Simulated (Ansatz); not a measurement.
SnTe2 in space group R-3m (No. 166; Sn on 3a, Te on 6c) at seven volumes, PBE+D3(BJ) (plane waves, PAW; program Ansatz), shape and atoms relaxed at each. One row is withheld.

| V (Å³/atom) | P (GPa) |
|---|---|
| 27.740 | 5.03 |
| 28.655 | 3.06 |
| 29.569 | 1.39 |
| 30.484 | 0.00 |
| 31.398 | -1.16 |
| 32.313 | ? |
| 33.227 | -2.69 |

Question: Fit the shown pressures and predict the withheld one.

Answer: P = (3/2)B₀(x^(7/2) − x^(5/2))[1 + (3/4)(B′ − 4)(x − 1)] with x = (V₀/V)^(2/3). Least squares on the six rows gives V₀ = 30.488 Å³/atom, B₀ = 40.7 GPa, B′ = 5.85. At V = 32.313, x = 0.9620 and P = -2.00 GPa. The run itself gave -2.07 GPa.

A made-up cell: these elements were put on the sites of a structure type; neither database checked (COD, Materials Project) lists it. Its standing as an ambient phase is unchecked. The PBE+D3(BJ) relaxation kept the symmetry of its start; its stability against distortions is not shown here. Spin–orbit coupling is left out wherever it is not named.

Potentials: the earlier of the program's two PAW sets.
